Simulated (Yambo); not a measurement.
Quantum ESPRESSO input (LDA, PseudoDojo standard norm-conserving files, scalar-relativistic) whose wavefunctions are converted with p2y:

```
&CONTROL
  calculation = 'nscf'
  pseudo_dir = './pseudo'
  outdir = './out'
/
&SYSTEM
  ibrav = 0
  nat = 10
  ntyp = 3
  ecutwfc = 86.0
  ecutrho = 344.0
  occupations = 'fixed'
  force_symmorphic = .true.
  nbnd = 209
/
&ELECTRONS
  conv_thr = 1e-08
  diago_full_acc = .true.
  diago_thr_init = 1e-08
/
ATOMIC_SPECIES
O 15.9990 O.upf
Ag 107.8682 Ag.upf
Ta 180.9479 Ta.upf
CELL_PARAMETERS angstrom
  2.787829956000   1.609554376000   4.644447000000
 -2.787829956000   1.609554376000   4.644447000000
  0.000000000000  -3.219108751000   4.644447000000
ATOMIC_POSITIONS crystal
O   0.806530000000   0.693470000000   0.250000000000
O   0.193470000000   0.306530000000   0.750000000000
O   0.250000000000   0.806530000000   0.693470000000
O   0.750000000000   0.193470000000   0.306530000000
O   0.693470000000   0.250000000000   0.806530000000
O   0.306530000000   0.750000000000   0.193470000000
Ag   0.750000000000   0.750000000000   0.750000000000
Ag   0.250000000000   0.250000000000   0.250000000000
Ta   0.000000000000   0.000000000000   0.000000000000
Ta   0.500000000000   0.500000000000   0.500000000000
K_POINTS automatic
1 1 1 0 0 0
```

Yambo's initialisation report on symmetry, reciprocal space, the k grid and the gaps on this mesh:

```
  [02.02] Symmetries
  ==================

  Inversion symmetry    : yes
  Spatial inversion     : yes
  Inversion index       :   4
  K-space Time-reversal : no
  Magnetic symmetries   : no
  Group table correct   : yes
  Symmetries units      :  [cc]

  [02.03] Reciprocal space
  ========================

  nG shells         :   6007
  nG charge         :   90927
  nG WFs            :  11359
  nC WFs            :  11359
  G-vecs. in first 80 shells:  [ Number ]
     1    3    9   15   21   27   33   45   51
    53   59   65   71   77   89  101  113  119
   131  137  139  145  157  169  175  181  193
   205  211  223  235  247  259  271  283  289
    301   307   313   325   331   333   339   345   357
    369   375   387   399   411   423   435   447   459
    465   477   489   495   507   531   537   543   549
    561   573   579   603   609   621   633   639   645
    647   659   671   677   683   689   701   713
  ...
  Shell energy in first 80 shells:  [ mHa ]
     0.0000  256.2501  265.5431  350.9598  692.6265  711.2126  948.8766  967.4627  976.7557
    1025.00      1062.17      1403.84      1632.21      1660.09      1687.97      1736.21      1773.38      2059.29
    2115.05      2133.64      2306.25      2343.42      2371.30      2389.89      2770.51      2844.85      3017.46
    3054.64      3084.29      3101.10      3110.39      3158.64      3195.81      3481.72      3537.48      3682.21
    3793.73      3795.51      3821.61      3869.85      3907.02      4100.00      4248.69      4393.42      4439.89
    4477.06      4504.94      4506.72      4532.82      4618.24      4811.21      4904.14      4959.90      4978.49
    5048.88      5104.64      5151.10      5188.27      5216.15      5234.74      5615.36      5760.09      5817.63
    5899.49      5929.14      5955.24      6003.49      6040.66      6233.64      6326.57      6382.33      6400.91
    6406.25      6471.30      6527.06      6528.84      6638.58      6640.36      6657.16      6666.46
  ...

  [02.04] K-grid lattice
  ======================

  Compatible Grid is   : 0D
  K lattice UC volume  :  0.293958 [a.u.]

  IBZ K-points                                      :  1
  BZ  K-points                                      :  1

  K/Q-points units:
  rlu = crystal or reduced units; cc = cartesian coordinates; iku = interal k-units

  K [1]          [rlu]:  0.000000  0.000000  0.000000
         WF components:  11359

  [02.05] Energies & Occupations
  ==============================

  [X] === General ===
  [X] Electronic Temperature                        :  0.000000  0.000000 [eV K]
  [X] Bosonic    Temperature                        :  0.000000  0.000000 [eV K]
  [X] Finite Temperature mode                       : no
  [X] El. density                                   :  0.79973E+24 [cm-3]
  [X] Fermi Level                                   :  10.42574 [eV]

  [X] === Gaps and Widths ===
  [X] Conduction Band Min                           :  2.142796 [eV]
  [X] Valence Band Max                              :  0.000000 [eV]
  [X] Filled Bands                                  :   50
  [X] Empty Bands                                   :   51  209
  [X] Direct Gap                                    :  2.142796 [eV]
  [X] Direct Gap localized at k                     :  1
```
The gaps are LDA values on this mesh alone; only operations without fractional translations are kept.

Spin-orbit coupling is not included.

Geometry of the Materials Project entry, not relaxed at this level.
